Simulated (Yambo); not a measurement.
**Convergence of the G0W0 gap of WZnO4**

G0W0@PBEsol for WZnO₄ (space group P2/c, No. 13) in Yambo. Reference settings: 4×2×2 Γ-centred k mesh, bands 11 to 225 and a 7 Ry block in the screening, 225 bands in G with the Bruneval-Gonze terminator, plasmon pole fitted at 27.2 eV. The PBEsol gap (0, -0.5, 0) → (0, -0.5, 0) on this mesh is 2.89 eV; G0W0 gaps are taken between the same points.

```csv
change from the reference,"G0W0 gap (0, -0.5, 0) → (0, -0.5, 0) (eV)",shift of the valence edge (eV),rough Yambo cost
reference settings,4.60,-0.51,1
108 bands in G,4.65,-0.48,–
124 bands in W,4.75,-0.45,about 1/2
2 Ry block,5.33,-0.89,within a factor of two
6 Ry block,4.60,-0.49,within a factor of two
2×2×2 mesh,4.59,-0.49,about 1/2
"108 bands in G, no terminator",4.84,0.13,–
no terminator,4.63,-0.27,–
```

The reference isn't shown to be the converged limit. Costs are rough (shared machines), scaled to the same edge states, and given only for runs that recompute the screening.

Without spin-orbit coupling, band edges of such heavy elements can be off by tenths of an eV.

Geometry of the Materials Project entry, not relaxed at this level; primitive cell a = 4.677 Å, b = 5.730 Å, c = 4.936 Å, α = 90.00°, β = 90.59°, γ = 90.00°.

A shift is the quasiparticle energy of the state minus its PBEsol energy.
